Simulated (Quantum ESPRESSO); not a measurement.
Si6AlAs, a curve over strain

Computed values, not a measurement. The program is pw.x of Quantum ESPRESSO 7.5 (plane-wave density functional theory). The cell is made up: 8 atoms on a zincblende/diamond lattice, with randomly drawn elements, strain and displacements, not relaxed. PseudoDojo standard norm-conserving files (v0.5 for PBE, v0.4.1 for LDA and PBEsol) set the functional; there is no spin polarisation, spin-orbit coupling or dispersion term, and the masses in the input are unused placeholders.

Seven runs add a strain to one cell (the same along x and y); the atoms follow the cell and are not relaxed. Stress in the table is positive in tension.

Input of the run at +0.0031:

```
&control calculation='scf', pseudo_dir='./dojo.nc.sr.pbe.v0_5.standard.upf', outdir='./o', disk_io='medium', tprnfor=.true., tstress=.true. /
&system ibrav=0, nat=8, ntyp=3, nbnd=31, ecutwfc=84.00895049, nosym=.true., tot_charge=0,
 occupations='smearing', smearing='fd', degauss=0.0073498644
/
&electrons conv_thr=7.350e-09, electron_maxstep=60, /
ATOMIC_SPECIES
Al 1.0 Al.upf
As 1.0 As.upf
Si 1.0 Si.upf
CELL_PARAMETERS angstrom
5.5991 0.0 0.0
0.0 5.5991 0.0
0.0 0.0 5.5818
ATOMIC_POSITIONS angstrom
Si 0.0402 -0.0349 -0.0091
Si 0.024 2.8421 2.7835
Al 2.7791 0.0052 2.7532
Si 2.7626 2.7947 0.0256
As 1.3813 1.4104 1.3793
Si 1.4006 4.2326 4.173
Si 4.164 1.3697 4.1805
Si 4.2149 4.1728 1.3941
K_POINTS automatic
6 6 6 1 1 1
```

| added strain | free energy less that of the input shown (eV) | stress xx (GPa) | stress yy (GPa) | stress zz (GPa) | stress xy (GPa) | pressure (GPa) | iterations |
| --- | --- | --- | --- | --- | --- | --- | --- |
| -0.0239 | 0.0610 | -3.70 | -3.73 | -1.85 | -0.28 | 3.09 | 10 |
| -0.0087 | -0.0093 | -0.69 | -0.70 | -0.08 | -0.28 | 0.49 | 10 |
| -0.0047 | -0.0122 | 0.04 | 0.03 | 0.33 | -0.28 | -0.14 | 10 |
| +0.0031 | 0.0000 | 1.39 | 1.39 | 1.08 | -0.28 | -1.29 | 10 |
| +0.0173 | 0.0789 | 3.62 | 3.63 | 2.28 | -0.28 | -3.18 | 10 |
| +0.0196 | 0.0980 | 3.95 | 3.96 | 2.45 | -0.29 | -3.46 | 10 |
| +0.0232 | 0.1316 | 4.46 | 4.47 | 2.71 | -0.29 | -3.88 | 10 |

A cubic fit gives a slope of stress xx against the added strain of 172 GPa at zero added strain, with the atoms clamped. Across the table the free energy follows the integral of the stress to within 0.4 meV. A rerun of one of the cells at 1437 eV and a 8 x 8 x 8 mesh moved values by no more than 0.002 eV in energy, 0.02 GPa in stress and 0.002 eV/Å in force.